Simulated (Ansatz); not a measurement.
ZnGeP$_{2}$ (chalcopyrite, I-42d), the program Ansatz at the PBEsol level (PAW). The conduction-band minimum lies on the M–S line, 34 % of the way from M, with 4 equivalent valleys. Second derivatives d²E/dk² of the lowest band at one valley (eV·Å²), along Cartesian directions:

| direction | d²E/dk² |
|---|---|
| [100] | 29.27 |
| [010] | 7.953 |
| [001] | 27.89 |
| [110] | 18.62 |
| [101] | 28.49 |
| [011] | 17.92 |

Find the principal effective masses, the density-of-states mass and the conductivity mass.

Off-diagonal terms follow from H_xy = H[110] − (H_xx + H_yy)/2, and m*/mₑ = 7.620 eV·Å² over each eigenvalue: 0.26, 0.27, 0.96. One valley's DOS mass (m₁m₂m₃)^(1/3) = 0.41, conductivity mass 3/(Σ 1/mᵢ) = 0.35 mₑ.

What effective density of states Nc follows at 300 K for parabolic valleys?

Nc = 2.509e19 × 4 × (0.41)^(3/2) ≈ 2.6e19 cm⁻³.

The PBEsol relaxation kept the symmetry of its start. Scalar-relativistic: spin–orbit coupling is off unless named, which matters more the heavier the elements.

Potentials: the later of the program's two PAW sets.

Edges and masses are those of Kohn–Sham bands, whose gap is no quasiparticle gap.
